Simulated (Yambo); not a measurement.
## How GW settings move the gap: CaC₂

G0W0@LDA for CaC$_{2}$ (space group C2/c, No. 15) in Yambo. Reference settings: 4×4×2 Γ-centred k mesh, 140 bands and a 7 Ry block in the screening, 140 bands in G with the Bruneval-Gonze terminator, plasmon pole fitted at 27.2 eV. The LDA gap (0.25, -0.25, 0) → (-0.5, -0.5, 0) on this mesh is 1.86 eV; G0W0 gaps are taken between the same points.

```tsv
change from the reference	G0W0 gap (0.25, -0.25, 0) → (-0.5, -0.5, 0) (eV)	shift of the valence edge (eV)	rough Yambo cost
reference settings	3.85	-0.86	1
36 bands in W, 36 bands in G	4.20	-0.46	about 1/5
wavefunctions cut at 20 Ry	3.82	-0.82	about 1/3
wavefunctions cut at 30 Ry	3.84	-0.85	about 1/3
exchange cut at 40 Ry	3.85	-0.85	–
exchange cut at 10 Ry	3.81	-0.59	–
54 bands in W, 54 bands in G, 3 Ry block	3.70	-0.39	about 1/4
54 bands in W, 54 bands in G, 6 Ry block	3.86	-0.54	about 1/3
79 bands in W, 79 bands in G, 2 Ry block	3.61	-0.47	within a factor of two
109 bands in W, 109 bands in G, 4 Ry block	3.70	-0.66	within a factor of two
79 bands in W, 79 bands in G, 3 Ry block	3.63	-0.49	within a factor of two
3 Ry block	3.59	-0.56	within a factor of two
36 bands in W, 36 bands in G, 3 Ry block, no terminator	3.98	0.01	about 1/6
54 bands in W, 54 bands in G, no terminator	3.77	-0.14	about 1/3
109 bands in W, 109 bands in G, no terminator	3.80	-0.58	within a factor of two
```

The reference isn't shown to be the converged limit. Costs are rough (shared machines), scaled to the same edge states, and given only for runs that recompute the screening.

Geometry of the Materials Project entry, not relaxed at this level; primitive cell a = b = 3.8997 Å, c = 7.3841 Å, α = β = 104.58°, γ = 64.51°.

The structure is a Materials Project entry; no match was found in the copy of COD used, and its stability was not checked.

A shift is the quasiparticle energy of the state minus its LDA energy.
